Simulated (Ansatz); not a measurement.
WSe2 in space group P6_3/mmc (No. 194; W on 2d, Se on 4f), PBE+D3(BJ) (plane waves, PAW; program Ansatz). The conduction-band minimum lies on the K–Γ line, 46 % of the way from K, with 6 equivalent valleys. Second derivatives d²E/dk² of the lowest band at one valley (eV·Å²), along Cartesian directions:

| direction | d²E/dk² |
|---|---|
| [100] | 15.59 |
| [010] | 16.77 |
| [001] | 18.88 |
| [110] | 17.23 |
| [101] | 17.24 |
| [011] | 17.83 |

### Question
Find the principal effective masses, the density-of-states mass and the conductivity mass.

### Answer
Off-diagonal terms follow from H_xy = H[110] − (H_xx + H_yy)/2, and m*/mₑ = 7.620 eV·Å² over each eigenvalue: 0.40, 0.44, 0.51. One valley's DOS mass (m₁m₂m₃)^(1/3) = 0.45, conductivity mass 3/(Σ 1/mᵢ) = 0.45 mₑ.

### Question
What effective density of states Nc follows at 300 K for parabolic valleys?

### Answer
Nc = 2.509e19 × 6 × (0.45)^(3/2) ≈ 4.5e19 cm⁻³.

### Question
With the computed static dielectric constant 13.3 (mean of the diagonal), estimate a hydrogenic donor's binding energy and radius.

### Answer
E = 13.606 eV × 0.45/13.3² ≈ 35 meV; a = 0.529 Å × ε/m* ≈ 16 Å. Semilocal masses tend to be too small where the gap is.

Symmetry was held in the PBE+D3(BJ) relaxation; phonons on a q-mesh show no instability. No spin polarisation was allowed. Spin–orbit coupling is left out wherever it is not named.

Potentials: the later of the program's two PAW sets.
